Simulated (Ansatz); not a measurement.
The start is a generated cell, Mo2N built in the AFLOW prototype AB2_oP6_58_a_g (as in Fe2C). The structure is fully relaxed (lattice and positions, P = 0) with r2SCAN (plane waves to 500 eV, PAW, scalar-relativistic; Ansatz, a program for electronic structure). First-step values are on the input's coarse k-mesh.

Ansatz input (later rounds restart from its end on a renewed k-mesh):
Ansatz 0.2 input:
```yaml
crystal:
  lattice:
    - [4.573405, 0, 0]
    - [0, 4.9822365, 0]
    - [0, 0, 2.9973914]
  atoms:
    - { symbol: Mo, position: [0.75, 0.33333, 0] }
    - { symbol: Mo, position: [0.75, 0.83333, 0.5] }
    - { symbol: Mo, position: [0.25, 0.16667, 0.5] }
    - { symbol: Mo, position: [0.25, 0.66667, 0] }
    - { symbol: N, position: [0, 0, 0] }
    - { symbol: N, position: [0.5, 0.5, 0.5] }
basis: { ecutwfc: 500, ecutrho_ratio: 4, xc_grid: 4, fft_grid_basis: typed }
kpoints: { mp_grid: { grid: [5, 5, 8] } }
hamiltonian:
  xc: r2scan
  dispersion: none
  pseudopotentials: { kind: paw }
scf: { occupations: { method: fermi_dirac, width: 0.05 } }
relax: { f_tol: 0.01, max_steps: 100, cell: { stress_tol: 0.02 } }
output: { forces: true, stress: true }
```

| Quantity | Result |
|---|---|
| Initial pressure | +25 GPa (positive: the cell is compressed) |
| Largest initial force | about 0.8 eV/Å, on Mo1, Mo2, Mo3, Mo4 (atoms numbered as listed) |
| Energy released | 0.10 eV/atom |
| Volume change | +6.6 %, from 11.38 to 12.14 Å³/atom |
| Shortest distances (start → end) | The closest pairs of elements (up to four, under 3.6 Å), start → end: Mo–N 2.02 → 2.02 Å; Mo–Mo 2.83 → 2.90 Å; N–N 3.00 → 2.90 Å |
| Band gap at the end | no gap (metallic) |
| Optimiser moves | 12 |

Relaxed structure:

```cif
data_Mo4N2
_chemical_formula_sum 'Mo4 N2'
_space_group_name_H-M_alt 'Pnnm'
_space_group_IT_number 58
_space_group_name_Hall '-P 2 2n'
_cell_length_a 4.83812
_cell_length_b 5.18391
_cell_length_c 2.90349
_cell_angle_alpha 90.000
_cell_angle_beta 90.000
_cell_angle_gamma 90.000
loop_
_atom_site_label
_atom_site_type_symbol
_atom_site_symmetry_multiplicity
_atom_site_Wyckoff_symbol
_atom_site_fract_x
_atom_site_fract_y
_atom_site_fract_z
_atom_site_occupancy
Mo1 Mo 4 g 0.23593 0.67792 0.00000 1
N1 N 2 a 0.00000 0.00000 0.00000 1
```

Final values are on a 10×9×16 k-mesh of the relaxed cell. No spin polarisation in the result.

The run could not lose the symmetry of its start, so the end can be a saddle point.

The relaxed structure here is a generated cell of Mo2N: the first start was made by placing the elements on the sites of a structure type, and the end was not matched to a known phase here, so it may be hypothetical.
